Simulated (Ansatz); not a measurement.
LaGeO:
Space group P4/nmm, origin choice 1 (No. 129); a = 3.5661 Å, b = 3.5661 Å, c = 8.5334 Å, α = 90.00°, β = 90.00°, γ = 90.00°

| atom | site | symmetry | x | y | z |
|---|---|---|---|---|---|
| La | 2c | 4mm | 0.5000 | 0.0000 | 0.3305 |
| Ge | 2a | -4m2 | 0.0000 | 0.0000 | 0.0000 |
| O | 2c | 4mm | 0.0000 | 0.5000 | 0.3906 |

Relaxed with PBEsol.

Q: Which orbitals make up the states near the Fermi level in PBEsol in the plane-wave PAW code Ansatz?

A: Within 0.5 eV of the Fermi level: Ge 4p 43 %, La 5d 40 %, La 4f 7 %. Projections are on Löwdin-orthogonalised atomic valence shells; empty p or d shells of many metals are not among them.

Q: Tabulate the density of states.

A: States/eV per cell of 6 atoms, in 0.25 eV bins, energy from the Fermi level.

```csv
E (eV),total,La 4f,O 2p,Ge 4p
-7.85,0.62,0.00,0.00,0.19
-7.60,0.65,0.00,0.00,0.18
-7.35,0.72,0.00,0.00,0.18
-7.10,0.85,0.00,0.00,0.17
-6.85,0.54,0.00,0.00,0.15
-6.60,0.48,0.00,0.00,0.14
-6.35,0.39,0.00,0.00,0.13
-6.10,0.37,0.00,0.00,0.12
-5.85,0.31,0.00,0.00,0.11
-5.60,0.29,0.00,0.01,0.10
-5.35,0.30,0.00,0.02,0.12
-5.10,1.64,0.02,0.72,0.35
-4.85,6.44,0.09,3.87,0.48
-4.60,7.00,0.14,4.54,0.44
-4.35,6.90,0.13,4.65,0.39
-4.10,8.27,0.17,5.52,0.53
-3.85,7.90,0.28,5.62,0.46
-3.60,7.07,0.31,5.10,0.58
-3.35,3.97,0.22,2.85,0.46
-3.10,2.76,0.11,1.94,0.40
-2.85,1.33,0.03,0.40,0.65
-2.60,1.16,0.02,0.17,0.71
-2.35,1.31,0.03,0.17,0.84
-2.10,1.64,0.04,0.24,1.03
-1.85,1.76,0.05,0.22,1.14
-1.60,1.91,0.05,0.20,1.29
-1.35,1.79,0.06,0.15,1.25
-1.10,1.91,0.07,0.13,1.24
-0.85,2.03,0.08,0.11,1.22
-0.60,2.63,0.11,0.14,1.45
-0.35,2.21,0.11,0.09,1.11
-0.10,1.99,0.14,0.06,0.85
0.15,2.51,0.22,0.05,0.96
0.40,1.39,0.16,0.02,0.52
0.65,0.93,0.14,0.02,0.33
0.90,1.08,0.22,0.02,0.31
1.15,1.53,0.47,0.04,0.35
1.40,2.04,0.88,0.06,0.35
1.65,2.51,1.37,0.07,0.20
1.90,10.54,6.85,0.29,0.48
2.15,10.86,9.28,0.09,0.28
2.40,21.19,19.47,0.17,0.22
```

The start of the workflow was typed in or built on a structure type; neither database checked (COD, Materials Project) lists it. Whether it is the stable phase at ambient conditions was not checked. The cell was relaxed with PBEsol under the symmetry of its start; phonons show weakly imaginary modes. Scalar-relativistic: spin–orbit coupling is off unless named, which matters more the heavier the elements.

Potentials: the earlier of the program's two PAW sets. The files were generated under PBE; for other functionals the program regenerates the frozen cores, and for LDA and PBEsol the local potential too.
